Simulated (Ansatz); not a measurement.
# HCl2: forces and stress of a distorted cell

System: generated HCl2 built from a small cell holding one bonded unit and then distorted.

Ansatz, LAPW, all electrons; functional PBE; scalar relativity, no spin–orbit coupling, cores by Dirac's equation, point nuclei. Sampling: 2×2×2 (half-step shift) mesh with 0.15 eV Fermi–Dirac smearing (a coarse mesh, not converged over the zone). For a metal, stress, forces and moments on so few k-points can be far from the converged ones. The run is spin-unpolarised. The cell's electron count is odd, so a run with spin could end lower. Labels count atoms in the order given.

```
H Cl
1.0
     4.10786   -0.01383    0.02112
    -0.01383    4.45604   -0.02147
     0.02112   -0.02147    4.40202
H Cl
1 2
Cartesian
  3.1869 1.8756 0.4473
  2.6498 2.6986 1.7036
  2.7677 0.5418 -0.2343
```

What forces and pressure does this calculation give?


Forces in eV/Å:
```
H1   -0.564 -0.497  0.483
Cl2   0.327  0.440  0.064
Cl3   0.237  0.057 -0.547
```

Stress (GPa; xx, yy, zz, yz, xz, xy; compression positive): -0.96, -0.47, -1.21, 1.83, 0.36, -0.50.

```
Pressure      : -0.88 GPa
Largest force : 0.893 eV/Å
```

# All-electron DFT: H3Cl

Cell: H3Cl placed on the sites of the ReO3 structure (a generated, not necessarily known, phase), then sheared and rattled, expanded.

Computed with Ansatz, DFT, PBE, all-electron full-potential LAPW, scalar-relativistic, point nucleus. Coarse mesh: 2×2×2 (half-step shift), σ = 0.15 eV (Fermi–Dirac). In metals such a mesh can move stress, forces and moments by their own size. The run is spin-unpolarised.

```
Cl H
1.0
     3.78511   -0.03490   -0.10436
    -0.03490    3.62436   -0.11839
    -0.10436   -0.11839    3.70553
Cl H
1 3
Direct
  0.89682 0.94299 0.19779
  0.41422 0.00460 0.20815
  0.93439 0.52779 0.17797
  0.89983 0.98655 0.67746
```

| atom | Fx (eV/Å) | Fy (eV/Å) | Fz (eV/Å) |
| --- | --- | --- | --- |
| Cl1 | -0.256 | -1.462 | -0.229 |
| H2 | -0.137 | 0.661 | 0.051 |
| H3 | 0.419 | 1.003 | 0.150 |
| H4 | -0.026 | -0.202 | 0.027 |

Stress xx yy zz yz xz xy in GPa, positive in compression: 18.43 -6.66 10.61 -1.07 -0.84 -1.66.

- All-electron free energy E − TS (its zero hangs on the relativistic scheme and nucleus): -12598.765 eV
- Pressure: 7.46 GPa
- Largest force: 1.502 eV/Å
